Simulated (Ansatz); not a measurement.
An Ansatz (a first-principles code) run. Input:

Ansatz 0.2 input:
```yaml
crystal:
  lattice:
    - [3.181243336, 0.0, 0.0]
    - [0.0, 3.181243336, 0.0]
    - [0.0, 0.0, 3.181243336]
  atoms:
    - { symbol: Al, position: [0.0, 0.0, 0.0] }
    - { symbol: Au, position: [0.5, 0.5, 0.5] }
kpoints:
  mp_grid: { grid: [13, 13, 13] }
hamiltonian:
  xc: r2scan
  pseudopotentials: { kind: paw }
scf:
  occupations: { method: gaussian, width: 0.1 }
checkpoint: { read: metal.run }
output: { write_density: true, elf: true, volumetric_format: npy }
basis: { fft_grid_basis: typed }
```

Output (shortened):

```
Pseudopotentials: kind: paw
Pseudopotential: Al, paw, valence charge 3
Pseudopotential: Au, paw, valence charge 19
Functional definition: r2SCAN
Crystal: 2 atoms, lattice volume = 32.195 Å³
Basis set: ecut = 500 eV, 799 PW (Γ), exchange–correlation on 96×96×96 points (64 copies of the dense FFT grid, shifted against one another)
Bands: 19, of which v1, the nominal top of the filled ones, is band 11 counted from 1 (10 counted from 0)
Symmetry: 48 space group operations
Space group: Pm-3m (ITA 221), of the structure as read, at distance tolerance 3.2e-5 Å
k-points: 84 of 2197
PAW frozen core: Al, regenerated for the run's functional
PAW frozen core: Au, regenerated for the run's functional
Initial density: read from a saved state, or passed on in memory by an earlier SCF of this step, an earlier step, the calling program or the single point that …
Stability of the state it starts from, as read at its close in the unpolarized treatment …
Initial wavefunctions: pseudopotential atomic-orbital guess
Eigensolver: davidson
Functional: x = r2scan, c = r2scan; τ floored in thin density (d = 2e-4 eV/Å³)
iter 1 solved again at ethr=2.20e-9 eV; its pass at ethr=3.10e-3 eV (dr2=4.85e-7 eV) is discarded
SCF iter   1: F=—  HF=-13704.371228 eV  |F-HF|=—  |Δ(HF+E_count)|=         —  Δρ=4.55e-7  dr2=6.39e-11  dr2_τ=8.47e-12  ethr=2.20e-9  ⟨swp⟩=4.0  Hψ=12171  notcnv=0
all-band conjugate gradients solve this SCF's bands
preconditioner: auto → none
SCF iter   2: F=-13704.371228 eV  HF=-13704.371228 eV  |F-HF|=5.46e-12  |Δ(HF+E_count)|=   2.33e-7  Δρ=3.31e-7  dr2=2.83e-11  dr2_τ=4.44e-12  ethr=1.00e-12  ⟨swp⟩=5.5  Hψ=5592  notcnv=0
SCF 1 converged in 2 iterations: F = -13704.371228 eV  dr2 = 2.83e-11
SCF converged after 2 iterations
Free energy (F): -13704.371228 eV
Harris-Foulkes:  -13704.371228 eV  (|F-HF|=5.46e-12)
Internal energy: -13704.367559 eV  (E = F + TS)
E sigma→0 (E₀):  -13704.369393 eV
Entropy (-TS):   -0.003669 eV (-1.834 meV/atom)
Fermi energy:    16.063408 eV
--- Per-component energies (eV) ---
  E_band       = -309.420039
  E_kinetic    = 629.178839
  E_local      = -2420.772401  (includes V_loc(G=0)·N_el)
  E_nonlocal   = 81.238369
  E_hartree    = 1047.847356
  E_xc         = -256.423566
  E_vxc        = -341.689088  (∫ρ·V_xc dr)
  E_paw        = -10202.377770  (= ΣΔE_a)
  E_vpaw       = -376.254042  (= ΣTr[D̂ρ^β])
  E_aug_tail   = 0.000662  (compensation charges beyond the density's cutoff)
  E_vtau       = 23.183137  (kinetic-family band-sum trace: ∫τ·v_τ [+ j·A + Jᵃ·Aᵃ] dr)
  E_ewald      = -2582.822616
  E_core_change = -0.236432  (= ΣΔE_core)
  E_smearing   = -0.003669  (= −TS)
  E_closure    =  0.000000  (closes the sum)
  Σ components = -13704.371228   (vs F -13704.371228, Δ=0.00e0)
  [band-id]    e_kinetic+e_local+e_nonlocal+2·e_hartree+e_vxc+e_vpaw+e_augmentation_tail+e_vtau = -309.419813   (vs E_band -309.420039, Δ=2.27e-4)
--- Band table (eV; the first three rows and the last of 84) ---
  k-point 0: bands = ["-93.2405", "-44.0522", "-44.0522", "-44.0522", "3.6471", "8.7459", "8.7459", "10.8722", "10.8722", "10.8722", "19.0267", "19.0267", "19.0267", "23.7245", "23.7245", "23.9590", "33.5661", "33.5661", "33.5661"]
  k-point 1: bands = ["-93.2405", "-44.0545", "-44.0520", "-44.0520", "3.7527", "8.7676", "8.7861", "10.8041", "10.8041", "10.8794", "18.2288", "19.1925", "19.1925", "23.6075", "23.8854", "24.7952", "32.5587", "32.5587", "33.4405"]
  k-point 2: bands = ["-93.2403", "-44.0608", "-44.0516", "-44.0516", "4.0649", "8.8289", "8.8899", "10.6243", "10.6243", "10.8996", "16.6980", "19.6650", "19.6650", "23.2900", "24.0431", "26.7587", "30.9760", "30.9760", "33.1674"]
  k-point 83: bands = ["-93.2378", "-44.0841", "-44.0841", "-44.0841", "8.1091", "8.1716", "8.1716", "11.7348", "11.7348", "15.7814", "16.1989", "16.8462", "16.8462", "19.0144", "20.0569", "20.0569", "20.6179", "38.2062", "38.2062"]
  band table: 19 of 19 bands, residual norms ≤ 1.0e-3 eV
```

Cost: roughly 4 core-seconds on shared cores.

The first step of the workflow began from a Materials Project structure, measured or hypothetical; the Crystallography Open Database copy checked does not list it. With Al and Au taken as one species the cell has the higher symmetry Im-3m, so it may be an ordered model of a mixed-site phase. Whether it is the stable phase at ambient conditions was not checked. The r²SCAN relaxation kept the symmetry of its start. At this level the phase is mechanically unstable. Scalar-relativistic: spin–orbit coupling is off unless named, which matters more the heavier the elements.

Potentials: the later of the program's two PAW sets.

Ansatz is a plane-wave DFT program.
